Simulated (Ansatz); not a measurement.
GaP (zinc blende, F-43m), DFT-r²SCAN in the program Ansatz with PAW potentials. The conduction-band minimum lies on the Γ–X line, 85 % of the way from Γ, with 6 equivalent valleys. Second derivatives d²E/dk² of the lowest band at one valley (eV·Å²), along Cartesian directions:

| direction | d²E/dk² |
|---|---|
| [100] | 7.448 |
| [010] | 33.82 |
| [001] | 33.82 |
| [110] | 20.64 |
| [101] | 20.64 |
| [011] | 33.70 |

Task: Find the principal effective masses, the density-of-states mass and the conductivity mass.

Result: Off-diagonal terms follow from H_xy = H[110] − (H_xx + H_yy)/2, and m*/mₑ = 7.620 eV·Å² over each eigenvalue: 0.22, 0.23, 1.0. One valley's DOS mass (m₁m₂m₃)^(1/3) = 0.37, conductivity mass 3/(Σ 1/mᵢ) = 0.30 mₑ.

Task: What effective density of states Nc follows at 300 K for parabolic valleys?

Result: Nc = 2.509e19 × 6 × (0.37)^(3/2) ≈ 3.4e19 cm⁻³.

Task: With the computed static dielectric constant 11.4 (mean of the diagonal), estimate a hydrogenic donor's binding energy and radius.

Result: E = 13.606 eV × 0.30/11.4² ≈ 31 meV; a = 0.529 Å × ε/m* ≈ 20 Å. Semilocal masses tend to be too small where the gap is.

Task: With ε∞ = 9.35 and ω_LO = 397 cm⁻¹, what Fröhlich coupling constant follows?

Result: α = (1/ε∞ − 1/ε0) √(m* × 13.606 eV/ħω_LO) = 0.18.

The cell was relaxed with r²SCAN under the symmetry of its start; phonons on a q-mesh show no instability. Scalar-relativistic: spin–orbit coupling is off unless named, which matters more the heavier the elements.

Potentials: the earlier of the program's two PAW sets.
